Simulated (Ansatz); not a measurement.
SnO$_{2}$:
```
CELL_PARAMETERS angstrom
      3.55759     0.00000     0.00000
      0.00000     3.55759     0.00000
      0.00000     0.00000     5.40319
ATOMIC_POSITIONS crystal
  Sn 0.00000 0.00000 0.00000
  Sn 0.50000 0.50000 0.50000
  O  0.00000 0.50000 0.18205
  O  0.00000 0.50000 0.68205
  O  0.50000 0.00000 0.31795
  O  0.50000 0.00000 0.81795
```

Relaxed with PBEsol.

Task: Decompose the optical modes at the zone centre into irreducible representations, and say which are infrared and Raman allowed.

Result: Point group 4/mmm: Γ_opt = A1g + A2u + 2B1g + B2u + 3Eg + 2Eu. Infrared: A2u, Eu. Raman: A1g, B1g, Eg.

Task: Assign frequencies (DFPT, PBEsol (plane waves, PAW; program Ansatz); without the LO–TO term).

Result: Eu 29i, Eg 135, B1g 204, A2u 288, Eg 358, A1g 365, B2u 554, Eu 559, B1g 568, Eg 703 cm⁻¹.

Subscripts of B labels follow the axes of the standard setting.

Space group P4_2/nmc. A made-up cell: these elements were put on the sites of a structure type; neither database checked (COD, Materials Project) lists it. It is not the phase usual at ambient conditions (space group No. 136). The PBEsol relaxation kept the symmetry of its start. At this level the phase is mechanically unstable. Spin–orbit coupling is left out wherever it is not named.

Potentials: the later of the program's two PAW sets.
